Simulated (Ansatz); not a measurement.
BP:
```xyz
4
Lattice="3.1584 0.0000 0.0000 -1.5792 2.7352 0.0000 0.0000 0.0000 5.2415" Properties=species:S:1:pos:R:3 pbc="T T T"
B      1.5792     0.9117     2.6232
B      0.0000     1.8235     0.0025
P      1.5792     0.9117     4.5838
P      0.0000     1.8235     1.9631
```

Relaxed with LDA. Special points in fractions of this cell's reciprocal vectors: Γ (0.000, 0.000, 0.000); M (0.500, 0.000, 0.000); K (0.333, 0.333, 0.000); A (0.000, 0.000, 0.500); L (0.500, 0.000, 0.500); H (0.333, 0.333, 0.500).

Problem. List the band energies nearest the valence-band maximum at these points for the program Ansatz at the LDA level (PAW).

Solution. In eV from the valence-band maximum; about four levels below and three above (degenerate sets whole), none deeper than 8.9 eV; points with the same levels are listed once.

| k | below | above |
|---|---|---|
| Γ | -2.16 -2.16 -0.46 0.00 0.00 | 2.73 2.73 3.20 |
| M | -6.58 -4.46 -4.40 -2.11 | 1.08 3.67 4.44 |
| K | -7.39 -7.39 -5.17 -5.17 -4.96 | 0.79 7.41 7.41 |
| A | -1.32 -1.32 -1.32 -1.32 | 3.77 3.77 4.15 4.15 4.15 4.15 |
| L | -3.53 -3.53 -3.40 -3.40 | 2.12 2.12 2.63 2.63 |
| H | -6.70 -6.70 -2.92 -2.92 | 3.17 3.17 4.74 4.74 |

Space group P6_3mc (wurtzite). The first step of the workflow began from a Materials Project structure, measured or hypothetical; the Crystallography Open Database copy checked does not list it. It is not the phase usual at ambient conditions (space group No. 216). The LDA relaxation kept the symmetry of its start; phonons on a q-mesh show no instability.

Potentials: the later of the program's two PAW sets.
